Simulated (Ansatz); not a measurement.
Theory: DFT PBE, scalar-relativistic, plane waves, PAW (Ansatz 0.2.0). All cells share a 420 eV cutoff and Γ-centred k meshes spaced at most about 0.3 Å⁻¹ (about 0.25 or finer for metals, 2π included). No spin polarisation in the final relaxations.

Each of these unrelaxed guesses is relaxed in cell and atoms within its symmetry. A guess keeps its type if space group and coordination stay and the shape of the cell changes little (axis ratios within about 15 %, angles within 6°); the volume may change.

1. GaIr2

Space group P4/mmm (No. 123). a = 2.792 Å, b = 2.792 Å, c = 5.335 Å, α = 90.00°, β = 90.00°, γ = 90.00°
| atom | site | symmetry | x | y | z |
| --- | --- | --- | --- | --- | --- |
| Ga | 1a | 4/mmm | 0.0000 | 0.0000 | 0.0000 |
| Ir | 2h | 4mm | 0.5000 | 0.5000 | 0.2700 |

2. Nb5O

Space group F-43m (No. 216). a = 6.966 Å, b = 6.966 Å, c = 6.966 Å, α = 90.00°, β = 90.00°, γ = 90.00°
```json
{"atom": "Nb", "site": "4c", "symmetry": "-43m", "x": "0.2500", "y": "0.2500", "z": "0.2500"}
{"atom": "Nb", "site": "16e", "symmetry": ".3m", "x": "0.6240", "y": "0.1240", "z": "0.1240"}
{"atom": "O", "site": "4a", "symmetry": "-43m", "x": "0.0000", "y": "0.0000", "z": "0.0000"}
```

3. Hf3Br

Space group P-6m2 (No. 187). a = 3.311 Å, b = 3.311 Å, c = 10.314 Å, α = 90.00°, β = 90.00°, γ = 120.00°
| atom | site | symmetry | x | y | z |
| --- | --- | --- | --- | --- | --- |
| Hf | 1a | -6m2 | 0.0000 | 0.0000 | 0.0000 |
| Hf | 2i | 3m. | 0.6667 | 0.3333 | 0.7616 |
| Br | 1b | -6m2 | 0.0000 | 0.0000 | 0.5000 |

4. Si2N3

Space group P6_3/m (No. 176). a = 6.430 Å, b = 6.430 Å, c = 3.984 Å, α = 90.00°, β = 90.00°, γ = 120.00°
```
atom  site  symmetry       x       y       z
  Si    2c      -6.. 0.3333  0.6667  0.2500
  Si    2b      -3.. 0.0000  0.0000  0.0000
   N    6h       m.. 0.3864  0.0808  0.2500
```

Question: Which guesses survive the relaxation?

Answer: Guesses 1, 2 and 3 keep their type.

```tsv
guess	kept	start group	end group	V start (Å³/atom)	V end	b/a and c/a, end over start	nearest neighbours start	nearest neighbours end
1	yes	P4/mmm	P4/mmm	13.9	15.7	1.00, 1.06	Ga 12, Ir 9	Ga 12, Ir 9
2	yes	F-43m	F-43m	14.1	18.4	1.00, 1.00	Nb 6/16, O 16	Nb 6/16, O 16
3	yes	P-6m2	P-6m2	24.5	21.9	1.00, 0.91	Br 12, Hf 12	Br 12, Hf 12
4	no	P6_3/m	P6_3/mmc	14.3	12.2	-	N 5, Si 2/9	N 3, Si 3/6
```

Neighbours count within 15 % of an atom's shortest distance; end groups are read at 0.02 Å (0.05 Å in metals).

These runs have no spin–orbit coupling, which can matter for Hf and Ir. In Hf3Br P-6m2 an odd number of electrons in the primitive cell allows no gap without spin; a larger cell or a magnetic state could open one. A magnetic state wasn't ruled out in cells without spin, among them Nb5O F-43m, Hf3Br P-6m2, Si2N3 P6_3/mmc. Cells relaxed within their symmetry can be saddle points.

In counts of neighbours, a slash parts the counts of unlike sites.
